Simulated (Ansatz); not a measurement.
Notes on Al2B7As2

```
CELL_PARAMETERS angstrom
3.31250 4.29991 0.00000
3.31250 -4.29991 0.00000
1.03836 0.00000 -4.59895
ATOMIC_POSITIONS crystal
As 0.77188 0.77188 0.40660
As 0.22812 0.22812 0.59340
Al 0.69269 0.30731 0.00000
Al 0.30731 0.69269 0.00000
B 0.60690 0.60690 0.72080
B 0.39310 0.39310 0.27920
B 0.00000 0.00000 0.50000
B 0.60860 0.92600 0.21640
B 0.07400 0.39140 0.78360
B 0.39140 0.07400 0.78360
B 0.92600 0.60860 0.21640
```

Method: LDA, spin-orbit coupling; PAW, plane waves to 420 eV, 4×4×4 Γ-centred mesh, fermi-dirac occupations (width 0.0134 eV) (Ansatz 0.2.0), atoms fixed.

The state carries no moments; the state need not be the lowest.

Question: Where is the largest force?

Answer: The largest is on B6 (and as large on other atoms): 10.69 eV/Å, components (4.94, 0.00, 9.48). It makes 180° with the line to a nearest neighbour, As2 at 1.64 Å, pointing away from it.

Question: What does the stress say?

Answer: The pressure is 59.4 GPa (compression positive), so with the atoms held at these fractions the cell would first expand; the forces are large, so a full relaxation may end otherwise. The principal stresses 48.0, 64.4, 65.7 GPa differ, so its shape would change too.

Question: Is it stable against the elements?

Answer: 2.68 eV an atom against the elements' usual phases (free molecules for gases, crystals otherwise, with no correction for O₂ or N₂), so at this geometry it isn't bound against them. Relaxing would lower it.

Question: Is there a gap?

Answer: It is a metal, with about 4.5 states/eV a cell as the mean within 0.25 eV of the Fermi level, mostly B p (75 %) and B s (15 %).

Origin: a known structure type with other elements, at an estimated volume, so it need not be a known compound. Caveats: started without moments under time reversal, so no moment could form; the k mesh is coarse if the cell is a metal; atoms or cell far from equilibrium.
